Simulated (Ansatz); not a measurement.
**MgMn5FeO12: Fe-57 Mössbauer parameters**

Cell: a computed structure from the Materials Project (it need not be an observed phase), atoms as given.

```
CELL_PARAMETERS angstrom
5.08812 0.00000 0.00000
2.46885 4.45574 0.00000
1.30488 0.08112 9.95554
ATOMIC_POSITIONS crystal
Mg 0.74745 0.66587 0.74722
Mn 0.83121 0.31455 0.49920
Mn 0.34935 0.33383 0.99565
Mn 0.67770 0.66678 0.01597
Mn 0.16274 0.64577 0.49891
Mn 0.49795 0.98157 0.48945
Fe 0.01577 0.99998 0.99895
O 0.00080 0.33580 0.09765
O 0.69698 0.36417 0.89651
O 0.89661 0.60796 0.39634
O 0.51686 0.32692 0.40508
O 0.48433 0.64699 0.59989
O 0.80401 0.96538 0.60001
O 0.09119 0.35586 0.61168
O 0.32631 0.65055 0.09834
O 0.64040 0.01192 0.09844
O 0.02351 0.65897 0.89676
O 0.40537 0.98127 0.89595
O 0.17521 0.98587 0.40489
```

Atom numbers follow the list; atoms alike are taken as one site, whose name carries the number of the first.

Computed with Ansatz: DFT, PBE+U (U = 5.0 eV on Fe d, U = 2.9 eV on Mn d), plane waves and PAW, scalar-relativistic, collinear spin, 420 eV cutoff, Γ-centred 5×5×2 k-points, Fermi–Dirac smearing 0.02 eV. Start moments as typed (μB): 0 -3 -3 3 3 3 -4 0 0 0 0 0 0 0 0 0 0 0 0 by atom.

Isomer shifts (against α-Fe) follow from the electron density at the nucleus, δ = α(ρ − ρ₀), with α = -0.366 mm s⁻¹ a₀³ and ρ₀ = 14904.00 a₀⁻³ from a line fitted to 10 measured compounds at this level of theory (rms miss 0.11 mm/s). ΔE_Q = ½eQV_zz(1 + η²/3)^½ with Q = 0.160 b for the 14.4 keV state. B_c is the Fermi-contact field along the atom's own moment; orbital and dipolar fields are not included.

Task: What would the Fe-57 spectrum's parameters be?

Result: 

```
site  atoms         first shell  ρ − ρ₀ (a₀⁻³)  δ (mm/s)  ΔE_Q (mm/s)     η  |m| (μB)  B_c (T)
  Fe      7  6 O at 2.00–2.09 Å          -0.89      0.32         0.85  0.15      3.92    -30.4
```

The shift of Fe is typical of high-spin Fe(III).

The largest force is 0.5 eV/Å, so the atoms aren't at the calculated equilibrium and relaxing them would move these values. Runs of this kind can end above the lowest electronic state. With these PAW files V_zz is typically within 2 to 3 % of all-electron values, but misses above 10 % occur on Fe. The magnetic order is the one that the run reached from its start moments, not necessarily the measured one; the program found signs of a lower order. Semilocal functionals underestimate the core's spin polarisation, so contact fields of ionic iron come out too small in magnitude.
